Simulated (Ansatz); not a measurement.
Relaxation of a generated cell, SnSe built in the 4H structure type; 8 atoms in the cell, which starts as P6₃mc (No. 186), hP8; a = b = 4.5446 Å, c = 14.8778 Å, α = β = 90.00°, γ = 120.00°. Computed with r2SCAN (plane waves to 500 eV, PAW, scalar-relativistic; Ansatz, a program for electronic structure). Γ-centred k-mesh 8×8×3 on the run's cell, Fermi–Dirac smearing 0.05 eV. 

The optimiser's lines from the output (shortened; P is positive under compression):

```
relax step   1: F+E_penalty+E_count = -46067.69551385 eV  Δ(F+E_penalty+E_count) = +0.000e0 eV  max|allowed force component| = 1.433e-1 eV/Å  Δτ_max = 0.0000 Å  P = +5.425 GPa  Ω = 266.106 Å³  (8 SCF iters, dr2 threshold 1.00e-7 eV, accepted)
relax step   2: F+E_penalty+E_count = -46068.24650507 eV  Δ(F+E_penalty+E_count) = -5.510e-1 eV  max|allowed force component| = 1.789e-2 eV/Å  Δτ_max = 0.0281 Å  P = -0.356 GPa  Ω = 304.647 Å³  (8 SCF iters, dr2 threshold 8.00e-7 eV, accepted)
relax step   3: F+E_penalty+E_count = -46068.27359862 eV  Δ(F+E_penalty+E_count) = -2.709e-2 eV  max|allowed force component| = 1.888e-2 eV/Å  Δτ_max = 0.0197 Å  P = -0.131 GPa  Ω = 302.144 Å³  (6 SCF iters, dr2 threshold 8.00e-7 eV, accepted)
relax step   4: F+E_penalty+E_count = -46068.33472393 eV  Δ(F+E_penalty+E_count) = -6.113e-2 eV  max|allowed force component| = 2.961e-2 eV/Å  Δτ_max = 0.0308 Å  P = -0.192 GPa  Ω = 301.278 Å³  (6 SCF iters, dr2 threshold 8.00e-7 eV, accepted)
relax step   5: F+E_penalty+E_count = -46068.54949504 eV  Δ(F+E_penalty+E_count) = -2.148e-1 eV  max|allowed force component| = 5.810e-2 eV/Å  Δτ_max = 0.0592 Å  P = -0.336 GPa  Ω = 297.501 Å³  (7 SCF iters, dr2 threshold 8.00e-7 eV, accepted)
relax step   6: F+E_penalty+E_count = -46068.81966254 eV  Δ(F+E_penalty+E_count) = -2.702e-1 eV  max|allowed force component| = 2.184e-1 eV/Å  Δτ_max = 0.0517 Å  P = -0.307 GPa  Ω = 291.157 Å³  (7 SCF iters, dr2 threshold 8.00e-7 eV, accepted)
relax step   7: F+E_penalty+E_count = -46069.10984453 eV  Δ(F+E_penalty+E_count) = -2.902e-1 eV  max|allowed force component| = 1.066e-1 eV/Å  Δτ_max = 0.1056 Å  P = -1.068 GPa  Ω = 286.088 Å³  (7 SCF iters, dr2 threshold 8.00e-7 eV, accepted)
relax step   8: F+E_penalty+E_count = -46069.25077805 eV  Δ(F+E_penalty+E_count) = -1.409e-1 eV  max|allowed force component| = 2.345e-1 eV/Å  Δτ_max = 0.0880 Å  P = -0.125 GPa  Ω = 272.429 Å³  (7 SCF iters, dr2 threshold 8.00e-7 eV, accepted)
relax step   9: F+E_penalty+E_count = -46069.27154381 eV  Δ(F+E_penalty+E_count) = -2.077e-2 eV  max|allowed force component| = 1.142e-1 eV/Å  Δτ_max = 0.0623 Å  P = -0.265 GPa  Ω = 270.746 Å³  (6 SCF iters, dr2 threshold 8.00e-7 eV, accepted)
relax step  10: F+E_penalty+E_count = -46069.28128344 eV  Δ(F+E_penalty+E_count) = -9.740e-3 eV  max|allowed force component| = 4.784e-2 eV/Å  Δτ_max = 0.0511 Å  P = -0.199 GPa  Ω = 268.783 Å³  (6 SCF iters, dr2 threshold 8.00e-7 eV, accepted)
relax step  11: F+E_penalty+E_count = -46069.28363976 eV  Δ(F+E_penalty+E_count) = -2.356e-3 eV  max|allowed force component| = 1.815e-2 eV/Å  Δτ_max = 0.0084 Å  P = +0.077 GPa  Ω = 266.613 Å³  (6 SCF iters, dr2 threshold 2.65e-7 eV, accepted)
relax step  12: F+E_penalty+E_count = -46069.28392246 eV  Δ(F+E_penalty+E_count) = -2.827e-4 eV  max|allowed force component| = 4.427e-3 eV/Å  Δτ_max = 0.0058 Å  P = -0.010 GPa  Ω = 267.037 Å³  (6 SCF iters, dr2 threshold 3.31e-8 eV, accepted)
relax step  13: F+E_penalty+E_count = -46069.28393842 eV  Δ(F+E_penalty+E_count) = -1.595e-5 eV  max|allowed force component| = 4.485e-4 eV/Å  Δτ_max = 0.0020 Å  P = +0.002 GPa  Ω = 266.937 Å³  (7 SCF iters, dr2 threshold 1.42e-9 eV, accepted)
relax step  14: F+E_penalty+E_count = -46069.28703049 eV  Δ(F+E_penalty+E_count) = -3.092e-3 eV  max|allowed force component| = 3.121e-4 eV/Å  Δτ_max = 0.0000 Å  P = +0.013 GPa  Ω = 266.937 Å³  stress off target by 1.76e-2 GPa  SCF on the basis re-selected at this cell (its energy is not comparable with the rows above)  (9 SCF iters)
```

From the first to the last row the energy changes by -0.20 eV/atom and the volume by +0.3 %. The last row is marked as not comparable with the walk above it, whose basis was carried along; it does compare with step 1, since both stand on a basis selected at the nominal cutoff for their own cell.

 The final structure: P6₃mc (No. 186), hP8; a = b = 5.0844 Å, c = 11.9231 Å, α = β = 90.00°, γ = 120.00°. Between re-selections the logged energies stand on a plane-wave basis carried along with the cell. No spin polarisation in the result.

The run could not lose the symmetry of its start, so the end can be a saddle point.

The relaxed structure here is a generated cell of SnSe: the first start was made by placing the elements on the sites of a structure type, and the end was not matched to a known phase here, so it may be hypothetical. Known forms of SnSe include space group No. 62.
